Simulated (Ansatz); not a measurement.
Input and command of a plane-wave DFT calculation in Ansatz:

```yaml
crystal:
  lattice:
    - [3.9922210234, 0.0, 0.0]
    - [0.0, 3.9922210234, 0.0]
    - [0.0, 0.0, 3.9922210234]
  atoms:
    - { symbol: Ge, position: [0.0, 0.5, 0.5] }
    - { symbol: Ge, position: [0.5, 0.0, 0.5] }
    - { symbol: Ge, position: [0.5, 0.5, 0.0] }
    - { symbol: Co, position: [0.0, 0.0, 0.0], spin: 3.5 }
basis:
  ecutwfc: 420
kpoints:
  mp_grid: { grid: [10, 10, 10] }
hamiltonian:
  xc: pbe
scf:
  occupations: { method: gaussian, width: 0.1 }
  lower_state_search: "off"
output:
  forces: true
  stress: true
  eigenvalues: true
  populations: true
  write_density: true
  write_potential: true
  elf: true
  volumetric_format: npy
magnetization:
  spin_polarized: true
relax:
  adjacent_minimum: "off"
  f_tol: 0.01
  max_steps: 60
  cell: { stress_tol: 0.05 }
```

```bash
ansatz run input.yaml --threads 1 --pin off --max-ram 2560MiB --backend cpu --events-out ev --progress --plain --runs-dir out
```

Processor: Arm Neoverse V2, 1 thread, on a host shared with other jobs.

**Question.** How long does it run, and how much memory does it take?

**Answer.** About 91 s on 1 thread of Arm Neoverse V2, on a shared host, peak memory 0.48 GiB. It solves 38 bands at 56 k points (the mesh reduced by the symmetry that the task leaves, which can be less than the crystal's) with about 1237 plane waves (on the last cell), in 58 SCF iterations over 4 ionic steps.
